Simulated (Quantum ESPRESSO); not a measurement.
Field gradients of KI from the PAW reconstruction of the field gradient on a scalar-relativistic PBE ground state (a modified build of Quantum ESPRESSO, JTH datasets), 20 Ha, k-mesh 6×6×6 through Γ:

```yaml
crystal:
  lattice:
    - [0.00000, 3.52472, 3.57786]
    - [3.52472, 0.00000, 3.57786]
    - [3.52472, 3.52472, 0.00000]
  atoms:
    - { symbol: K, position: [0.00000, 0.00000, 0.00000] }
    - { symbol: I, position: [0.50000, 0.50000, 0.50000] }
```
The cell was made here from a computed Materials Project entry: strained by +1 % along the cube axis and by -0.5 % across it, atoms relaxed (PBE without dispersion, pw.x of Quantum ESPRESSO, symmetry kept). The parent is KI in Fm-3m. Stability against distortions was not tested.

Vzz is the sum of three terms, each taken along its main axis: the smooth valence density, the ions (nucleus and frozen core) with the augmentation charges of all other spheres, and the all-electron minus smooth density in the atom's own sphere. The split hangs on the datasets.  Cores are frozen. Against all-electron runs on small test molecules, this scheme's |Vzz| missed by +10 % on K. I had no test against all-electron runs. Spin–orbit coupling is left out, a limit on I.

| site | smooth valence density | ions and other spheres | own sphere | Vzz (a.u.) |
|---|---|---|---|---|
| K (atom 1) | 0.006 | -0.005 | [?] | [?] |
| I (atom 2) | 0.006 | -0.005 | [?] | [?] |

Q: Fill in the missing entries.

A: 
- K (atom 1), own sphere: 0.021
- K (atom 1), Vzz (a.u.): 0.022
- I (atom 2), own sphere: 0.031
- I (atom 2), Vzz (a.u.): 0.031
